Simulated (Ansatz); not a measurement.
# Profile along the Cu–Cu line in Cu3Pd (Cu3Au type)

Cu₃Pd (Cu3Au type)

```
CELL_PARAMETERS angstrom
      3.65466     0.00000     0.00000
      0.00000     3.65466     0.00000
      0.00000     0.00000     3.65466
ATOMIC_POSITIONS crystal
  Cu 0.00000 0.50000 0.50000
  Cu 0.50000 0.00000 0.50000
  Cu 0.50000 0.50000 0.00000
  Pd 0.00000 0.00000 0.00000
```

Fields along a shortest Cu–Cu line of a {100} plane (2.58 Å), from Cu to Cu, interpolated on the slice's grid (step about 0.2 Å). Calculation: PBEsol (plane waves to 420 eV, PAW, scalar-relativistic; Ansatz, a quantum-chemistry and plane-wave program). k mesh 13×13×13. Near the nuclei the fields are pseudised (PAW); where an atom keeps semicore shells as valence, they peak there. Cu3Pd is run without spin polarisation. Cu3Pd was relaxed with its symmetry unable to fall.

| distance from Cu (Å) | valence electron density (e/Å³) | electron localisation function |
|---|---|---|
| 0.00 | 69.77 | x |
| 0.26 | 36.69 | x |
| 0.52 | 7.26 | 0.34 |
| 0.77 | 1.21 | 0.19 |
| 1.03 | 0.35 | 0.17 |
| 1.29 | 0.26 | 0.21 |
| 1.55 | 0.35 | 0.17 |
| 1.81 | 1.21 | 0.19 |
| 2.06 | 7.26 | 0.34 |
| 2.32 | 36.69 | x |
| 2.58 | 69.77 | x |

x: too close to a nucleus for the ELF to mean much.

Density on the Cu–Cu line (2.58 Å) at its midpoint: 0.26 e/Å³. ELF at that point: 0.21.
